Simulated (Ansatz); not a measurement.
Input, command and steps of an Ansatz relaxation.

```yaml
crystal:
  lattice:
    - [2.2912428991, 1.3228497046, 7.4762754154]
    - [-2.2912428991, 1.3228497046, 7.4762754154]
    - [0.0, -2.6456994092, 7.4762754154]
  atoms:
    - { symbol: Te, position: [0.5, 0.5, 0.5] }
    - { symbol: Pb, position: [0.7446172718, 0.7446172718, 0.7446172718] }
    - { symbol: Pb, position: [0.2553827282, 0.2553827282, 0.2553827282] }
    - { symbol: Se, position: [0.0, 0.0, 0.0] }
basis:
  ecutwfc: 500
kpoints:
  mp_grid: { grid: [9, 9, 9] }
hamiltonian:
  xc: r2scan
scf:
  occupations: { method: gaussian, width: 0.02 }
output:
  forces: true
  stress: true
  eigenvalues: true
relax:
  adjacent_minimum: "off"
  f_tol: 0.01
  max_steps: 30
  cell: { stress_tol: 0.1, fix: [volume] }
```

```bash
ansatz run input.yaml --threads 1 --pin off --max-ram 2560MiB --backend cpu --events-out ev --progress --plain --runs-dir out
```

These are results of DFT r2SCAN, scalar-relativistic, plane waves, PAW (Ansatz 0.2.0), not measurements.

The volume is held at 1.06 times that of the relaxed cell.

Of 4 frames 3 are shown, positions in Å and forces in eV/Å; the SCF threshold varies from step to step. Steps run on the plane waves of an earlier cell, with a Pulay correction in the pressure. The basis is chosen afresh for the last frame, the zero of the energies, and at times for earlier ones too; energy and pressure step there, also at an unchanged geometry.

```xyz
4
Lattice="2.2912 1.3229 7.4763 -2.2912 1.3229 7.4763 0.0000 -2.6457 7.4763" Properties=species:S:1:pos:R:3:forces:R:3 pbc="T T T" step=1 free_energy_over_end_meV_per_atom=0.01 pressure_GPa=-2.38
Te    0.0000    0.0000   11.2144    0.0000    0.0000    0.0000
Pb    0.0000    0.0000   16.7009    0.0000    0.0000    0.0180
Pb    0.0000    0.0000    5.7279    0.0000    0.0000   -0.0180
Se    0.0000    0.0000    0.0000    0.0000    0.0000    0.0000
4
Lattice="2.2907 1.3226 7.4796 -2.2907 1.3226 7.4796 0.0000 -2.6451 7.4796" Properties=species:S:1:pos:R:3:forces:R:3 pbc="T T T" step=2 free_energy_over_end_meV_per_atom=0.01 pressure_GPa=-2.38
Te    0.0000    0.0000   11.2194    0.0000    0.0000    0.0000
Pb    0.0000    0.0000   16.7140    0.0000    0.0000   -0.0158
Pb    0.0000    0.0000    5.7247    0.0000    0.0000    0.0158
Se    0.0000    0.0000    0.0000    0.0000    0.0000    0.0000
4
Lattice="2.2908 1.3226 7.4794 -2.2908 1.3226 7.4794 0.0000 -2.6451 7.4794" Properties=species:S:1:pos:R:3:forces:R:3 pbc="T T T" step=4 free_energy_over_end_meV_per_atom=0.00 pressure_GPa=-2.38
Te    0.0000    0.0000   11.2192    0.0000    0.0000    0.0000
Pb    0.0000    0.0000   16.7111    0.0000    0.0000    0.0000
Pb    0.0000    0.0000    5.7273    0.0000    0.0000    0.0000
Se    0.0000    0.0000    0.0000    0.0000    0.0000    0.0000
```

The run took 3.1 min on 1 thread of Arm Neoverse V1, with other jobs on the host, peak memory 0.99 GiB.

Spin–orbit coupling is left out, which can shift energies with elements as heavy as these.